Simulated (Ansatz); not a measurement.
PbS:
Space group P4/nmm, origin choice 1 (No. 129); a = 5.101 Å, b = 5.101 Å, c = 4.127 Å, α = 90.00°, β = 90.00°, γ = 90.00°

| atom | site | symmetry | x | y | z |
|---|---|---|---|---|---|
| Pb | 2c | 4mm | 0.5000 | 0.0000 | 0.3040 |
| S | 2a | -4m2 | 0.0000 | 0.0000 | 0.0000 |

Relaxed with r²SCAN+D4.

Q: Tabulate the valence density and the electron localisation function along the shortest Pb–S contact (2.84 Å), r²SCAN+D4 in the plane-wave PAW code Ansatz.

A: 

| distance from Pb (Å) | density (e/Å³) | ELF |
|---|---|---|
| 0.28 | 6.65 | 0.02 |
| 0.43 | 5.18 | 0.08 |
| 0.57 | 3.71 | 0.23 |
| 0.71 | 2.35 | 0.37 |
| 0.85 | 1.30 | 0.42 |
| 0.99 | 0.69 | 0.35 |
| 1.14 | 0.41 | 0.25 |
| 1.28 | 0.30 | 0.22 |
| 1.42 | 0.28 | 0.31 |
| 1.56 | 0.32 | 0.53 |
| 1.71 | 0.42 | 0.74 |
| 1.85 | 0.59 | 0.84 |
| 1.99 | 0.82 | 0.88 |
| 2.13 | 1.06 | 0.85 |
| 2.27 | 1.15 | 0.72 |
| 2.42 | 0.98 | 0.38 |
| 2.56 | 0.60 | 0.06 |

The density is the valence pseudo-density with augmentation charge, so density and ELF within about 1 Å of a nucleus are not all-electron values.

The start of the workflow was typed in or built on a structure type; neither database checked (COD, Materials Project) lists it. It is not the phase usual at ambient conditions (space group No. 225). Symmetry was held in the r²SCAN+D4 relaxation. At this level the phase is mechanically unstable. The volume moved by -18 % from the start of the relaxation. Scalar-relativistic: spin–orbit coupling is off unless named, which matters more the heavier the elements.

Potentials: the earlier of the program's two PAW sets.
